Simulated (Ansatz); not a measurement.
ZnCr$_{2}$S$_{4}$:
```yaml
crystal:
  lattice:
    - [0.00000, 4.93959, 4.93959]
    - [4.93959, 0.00000, 4.93959]
    - [4.93959, 4.93959, 0.00000]
  atoms:
    - { symbol: Zn, position: [0.25000, 0.25000, 0.25000], spin: 0.0 }
    - { symbol: Zn, position: [0.00000, 0.00000, 0.00000], spin: 0.0 }
    - { symbol: Cr, position: [0.62500, 0.62500, 0.62500], spin: 3.0 }
    - { symbol: Cr, position: [0.12500, 0.62500, 0.62500], spin: 3.0 }
    - { symbol: Cr, position: [0.62500, 0.62500, 0.12500], spin: 3.0 }
    - { symbol: Cr, position: [0.62500, 0.12500, 0.62500], spin: 3.0 }
    - { symbol: S, position: [0.38526, 0.38526, 0.38526], spin: 0.0 }
    - { symbol: S, position: [0.40578, 0.86474, 0.86474], spin: 0.0 }
    - { symbol: S, position: [0.38526, 0.38526, 0.84422], spin: 0.0 }
    - { symbol: S, position: [0.86474, 0.40578, 0.86474], spin: 0.0 }
    - { symbol: S, position: [0.84422, 0.38526, 0.38526], spin: 0.0 }
    - { symbol: S, position: [0.86474, 0.86474, 0.86474], spin: 0.0 }
    - { symbol: S, position: [0.38526, 0.84422, 0.38526], spin: 0.0 }
    - { symbol: S, position: [0.86474, 0.86474, 0.40578], spin: 0.0 }
```

Relaxed with PBEsol. Special points in fractions of this cell's reciprocal vectors: Γ (0.000, 0.000, 0.000); X (0.500, 0.000, 0.500); U (0.625, 0.250, 0.625); K (0.375, 0.375, 0.750); L (0.500, 0.500, 0.500); W (0.500, 0.250, 0.750).

List the band energies nearest the Fermi level at these points for PBEsol in the plane-wave PAW code Ansatz.

In eV from the Fermi level; about four levels below and three above (degenerate sets whole), none deeper than 8.9 eV; points with the same levels are listed once.

```
k                                  below                          above
---  -----------------------------------  -----------------------------
Γ ↑  -0.73 -0.73 -0.73 -0.53 -0.53 -0.53  2.38 2.38 2.38 2.38 2.38 2.38
X ↑              -0.38 -0.38 -0.05 -0.05            0.85 0.85 0.89 0.89
U ↑              -0.50 -0.39 -0.17 -0.05                 0.95 1.08 1.21
L ↑        -0.66 -0.66 -0.51 -0.43 -0.43                 1.34 1.62 1.62
W ↑              -0.41 -0.41 -0.08 -0.08            1.04 1.04 1.33 1.33
Γ ↓              -0.51 -0.51 -0.51 -0.27       0.38 0.38 1.29 1.29 1.29
X ↓              -1.82 -1.82 -1.63 -1.63  0.80 0.80 1.76 1.76 1.77 1.77
U ↓              -2.12 -2.05 -1.76 -1.48                 1.00 1.11 1.59
L ↓        -1.83 -1.83 -1.70 -1.09 -1.09                 1.03 1.03 1.12
W ↓              -2.09 -2.09 -1.77 -1.77            1.32 1.32 1.33 1.33
```

Space group Fd-3m (spinel). The workflow started from an entry of the Crystallography Open Database (COD). Whether it is the stable phase at ambient conditions was not checked. Symmetry was held in the PBEsol relaxation; its stability against distortions is not shown here. Spin order of the final state: ferromagnetic, chosen from 2 collinear starts compared on coarse meshes (ties went to the first, and starts can fall back to one state), not a proven ground state. No Hubbard U is applied. The compound may be a true metal, but semilocal functionals without U, or a wrong spin order, can also close a gap.

Potentials: the later of the program's two PAW sets.
